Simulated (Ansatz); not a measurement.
GaAs:
```yaml
crystal:
  lattice:
    - [4.02525, 0.00000, 0.00000]
    - [-2.01263, 3.48597, 0.00000]
    - [0.00000, 0.00000, 8.85108]
  atoms:
    - { symbol: Ga, position: [0.50000, 0.00000, 0.50000] }
    - { symbol: Ga, position: [0.00000, 0.50000, 0.16667] }
    - { symbol: Ga, position: [0.50000, 0.50000, 0.83333] }
    - { symbol: As, position: [0.50000, 0.00000, 0.00000] }
    - { symbol: As, position: [0.00000, 0.50000, 0.66667] }
    - { symbol: As, position: [0.50000, 0.50000, 0.33333] }
```

Relaxed with r²SCAN.

Which orbitals make up the states near the Fermi level in r²SCAN (plane waves, PAW; program Ansatz)?

Within 0.5 eV of the Fermi level: As 4p 51 %, Ga 4p 22 %, Ga 4s 17 %, As 4s 7 %. Projections are on Löwdin-orthogonalised atomic valence shells; empty p or d shells of many metals are not among them.

Tabulate the density of states.

States/eV per cell of 6 atoms, in 0.25 eV bins, energy from the Fermi level.

```csv
E (eV),total,As 4p,Ga 4p,Ga 4s
-7.85,1.78,0.81,0.10,0.82
-7.60,2.31,1.04,0.13,1.05
-7.35,2.07,0.93,0.14,0.87
-7.10,2.96,1.31,0.21,1.22
-6.85,1.77,0.78,0.19,0.62
-6.60,1.07,0.48,0.12,0.35
-6.35,0.71,0.32,0.08,0.22
-6.10,1.73,0.77,0.25,0.57
-5.85,3.05,1.31,0.39,1.06
-5.60,2.66,1.15,0.34,0.87
-5.35,1.60,0.77,0.35,0.33
-5.10,1.06,0.52,0.24,0.20
-4.85,1.37,0.68,0.33,0.27
-4.60,1.43,0.75,0.39,0.19
-4.35,1.71,0.94,0.52,0.15
-4.10,2.04,1.17,0.64,0.13
-3.85,2.25,1.31,0.69,0.13
-3.60,3.14,1.86,0.95,0.18
-3.35,3.55,2.13,1.04,0.23
-3.10,2.94,1.78,0.83,0.22
-2.85,3.21,2.02,0.86,0.20
-2.60,3.64,2.40,0.95,0.17
-2.35,3.68,2.46,0.97,0.14
-2.10,3.95,2.71,1.01,0.13
-1.85,4.07,2.86,0.99,0.12
-1.60,3.99,2.78,0.99,0.12
-1.35,4.43,3.05,1.17,0.11
-1.10,2.00,1.44,0.48,0.04
-0.85,1.17,0.83,0.29,0.02
-0.60,0.42,0.29,0.11,0.01
-0.35,0.18,0.12,0.05,0.01
-0.10,0.03,0.02,0.01,0.00
0.15,0.03,0.01,0.00,0.01
0.40,0.14,0.03,0.02,0.05
0.65,0.41,0.09,0.09,0.14
0.90,1.25,0.29,0.31,0.39
1.15,2.89,0.78,0.73,0.83
1.40,2.57,0.71,0.64,0.76
1.65,2.08,0.63,0.54,0.57
1.90,2.54,0.71,0.83,0.59
2.15,3.67,1.09,1.25,0.76
2.40,3.99,1.32,1.36,0.74
2.65,3.12,1.02,1.17,0.48
2.90,3.46,1.24,1.11,0.65
3.15,4.19,1.35,1.59,0.65
3.40,3.15,0.91,1.44,0.36
3.65,3.58,1.01,1.71,0.32
3.90,2.33,0.65,1.12,0.18
4.15,1.92,0.44,0.99,0.13
4.40,3.25,0.66,1.78,0.16
4.65,3.33,0.71,1.83,0.14
```

Space group P6_222. The start of the workflow was typed in or built on a structure type; neither database checked (COD, Materials Project) lists it. It is not the phase usual at ambient conditions (space group No. 216). The r²SCAN relaxation kept the symmetry of its start; whether a distortion lowers the energy is not shown. Scalar-relativistic: spin–orbit coupling is off unless named, which matters more the heavier the elements.

Potentials: the earlier of the program's two PAW sets.
